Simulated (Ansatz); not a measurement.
Ti$_{2}$O:
Space group P-3m1 (No. 164); a = b = 2.9522 Å, c = 4.8112 Å, α = β = 90.00°, γ = 120.00°

| atom | site | symmetry | x | y | z |
|---|---|---|---|---|---|
| Ti | 2d | 3m. | 0.6667 | 0.3333 | 0.2688 |
| O | 1a | -3m. | 0.0000 | 0.0000 | 0.0000 |

Relaxed at zero pressure with r²SCAN (plane waves, PAW; program Ansatz).

Q: The volume is raised by 6 % and shape and atoms relax at that volume. What pressure results, and how do the axes share the change?

A: -10.2 GPa; a 2.0 %, b 2.0 %, c 1.8 %; the energy rises by 24 meV/atom.

Q: Give the new structure.

A: 
Space group P-3m1 (No. 164); a = b = 3.012 Å, c = 4.898 Å, α = β = 90.00°, γ = 120.00°

| atom | site | symmetry | x | y | z |
|---|---|---|---|---|---|
| Ti | 2d | 3m. | 0.6667 | 0.3333 | 0.2674 |
| O | 1a | -3m. | 0.0000 | 0.0000 | 0.0000 |

The phase is kept; no other phase was compared at this pressure.

The workflow started from an entry of the Crystallography Open Database (COD). Whether it is the stable phase at ambient conditions was not checked. Symmetry was held in the r²SCAN relaxation; its stability against distortions is not shown here. No spin polarisation was allowed.

Potentials: the later of the program's two PAW sets.
